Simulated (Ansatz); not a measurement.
ScAl$_{3}$N$_{4}$:
```xyz
8
Lattice="3.4563 0.0000 0.0000 -1.7282 2.9932 0.0000 0.0000 0.0000 8.4484" Properties=species:S:1:pos:R:3 pbc="T T T"
Al     0.0000     0.0000     6.4262
Al     0.0000     1.9955     0.0000
N      0.0000     0.0000     0.0000
N      0.0000     1.9955     2.0022
Al     0.0000     0.0000     2.0222
Sc     0.0000     1.9955     4.2242
N      0.0000     0.0000     4.2242
N      0.0000     1.9955     6.4461
```

Relaxed with PBE. Special points in fractions of this cell's reciprocal vectors: Γ (0.000, 0.000, 0.000); M (0.500, 0.000, 0.000); K (0.333, 0.333, 0.000); A (0.000, 0.000, 0.500); L (0.500, 0.000, 0.500); H (0.333, 0.333, 0.500).

Problem. List the band energies nearest the valence-band maximum at these points for the program Ansatz at the PBE level (PAW).

Solution. In eV from the valence-band maximum; about four levels below and three above (degenerate sets whole), none deeper than 8.9 eV; points with the same levels are listed once.

| k | below | above |
|---|---|---|
| Γ | -2.31 -2.31 -1.38 -1.38 0.00 | 2.74 4.47 4.73 4.73 |
| M | -1.84 -1.71 -1.39 -0.61 | 3.79 4.15 4.16 |
| K | -2.07 -1.20 -0.71 -0.58 | 2.70 2.85 6.17 |
| A | -1.60 -1.50 -1.50 -1.32 | 3.72 3.93 4.71 4.71 |
| L | -1.61 -1.47 -0.86 -0.78 | 3.82 3.89 4.30 |
| H | -1.79 -1.57 -1.01 -0.72 | 2.68 3.28 6.03 |

Space group P-6m2. The start of the workflow was typed in or built on a structure type; neither database checked (COD, Materials Project) lists it. Whether it is the stable phase at ambient conditions was not checked. The cell was relaxed with PBE under the symmetry of its start; its stability against distortions is not shown here. The run is not spin-polarised.

Potentials: the earlier of the program's two PAW sets.
